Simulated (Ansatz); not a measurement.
Te2Mo:
```
CELL_PARAMETERS angstrom
      3.54639     0.00000     0.00000
     -1.77319     3.07126     0.00000
      0.00000     0.00000    14.25638
ATOMIC_POSITIONS crystal
  Mo 0.33333 0.66667 0.25000
  Mo 0.66667 0.33333 0.75000
  Te 0.33333 0.66667 0.62430
  Te 0.66667 0.33333 0.12430
  Te 0.66667 0.33333 0.37570
  Te 0.33333 0.66667 0.87570
```

Relaxed with r²SCAN+D4. Special points in fractions of this cell's reciprocal vectors: Γ (0.000, 0.000, 0.000); M (0.500, 0.000, 0.000); K (0.333, 0.333, 0.000); A (0.000, 0.000, 0.500); L (0.500, 0.000, 0.500); H (0.333, 0.333, 0.500).

Question: List the band energies nearest the valence-band maximum at these points for r²SCAN+D4 with spin–orbit coupling in the plane-wave PAW code Ansatz.

Answer: In eV from the valence-band maximum; about four levels below and three above (degenerate sets whole), none deeper than 8.9 eV; points with the same levels are listed once.

| k | below | above |
|---|---|---|
| Γ | -0.58 -0.58 0.00 0.00 | 2.65 2.65 2.75 2.75 |
| M | -0.68 -0.68 -0.49 -0.49 | 1.29 1.29 1.34 1.34 |
| K | -0.31 -0.31 -0.03 -0.03 | 0.97 0.97 1.01 1.01 |
| A | -0.13 -0.13 -0.13 -0.13 | 2.68 2.68 2.68 2.68 |
| L | -0.59 -0.59 -0.59 -0.59 | 1.32 1.32 1.32 1.32 |
| H | -0.29 -0.29 -0.07 -0.07 | 0.98 0.98 1.01 1.01 |

Space group P6_3/mmc. The r²SCAN+D4 relaxation kept the symmetry of its start; of distortions, only those at the zone centre were tested. No spin polarisation was allowed.

Potentials: the later of the program's two PAW sets.
